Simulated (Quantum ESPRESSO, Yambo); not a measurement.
**G0W0 results for Li2O**

Space group Fm-3m (No. 225); a = 4.577 Å, b = 4.577 Å, c = 4.577 Å, α = 90.00°, β = 90.00°, γ = 90.00°

```csv
atom,site,symmetry,x,y,z
Li,8c,-43m,0.2500,0.2500,0.2500
O,4a,m-3m,0.0000,0.0000,0.0000
```
(The calculation used a cell of 3 atoms; values per cell refer to that cell.)

Cell and atoms were relaxed with PBEsol from Materials Project entry mp-1960, within its symmetry.

Starting point: PBEsol (pw.x of Quantum ESPRESSO, ONCV potentials, no spin-orbit coupling). G0W0 in Yambo: 6×6×6 Γ-centred k mesh, bands 3 to 95 and a 14 Ry block in the screening, 95 bands in G with the Bruneval-Gonze terminator, plasmon pole fitted at 27.2 eV.

```yaml
PBEsol gap along the band path: 4.90 eV
PBEsol gap between the mesh's edge points (Γ → X): 4.90 eV
G0W0 gap between the same points: 7.58 eV
PBEsol smallest direct gap on the mesh (at Γ): 5.38 eV
G0W0 direct gap at that point: 8.10 eV
```

```csv
k point,band,E PBEsol (eV),E QP (eV),shift (eV),Z
Γ,VB,0.00,-1.64,-1.64,0.78
Γ,CB,5.38,6.46,1.08,0.85
L,VB,-0.46,-2.16,-1.70,0.78
L,CB,9.27,10.73,1.46,0.81
X,VB,-1.44,-3.23,-1.78,0.78
X,CB,4.90,5.94,1.04,0.86
```

Energies count from the PBEsol valence-band maximum.

Nearest settings tried, and what they do to the gap: 59 bands in G: +39 meV; 39 bands in W: -67 meV; 11 Ry block (137 vectors against 169): -33 meV. Not varied: mesh. So the settings aren't converged at that level.
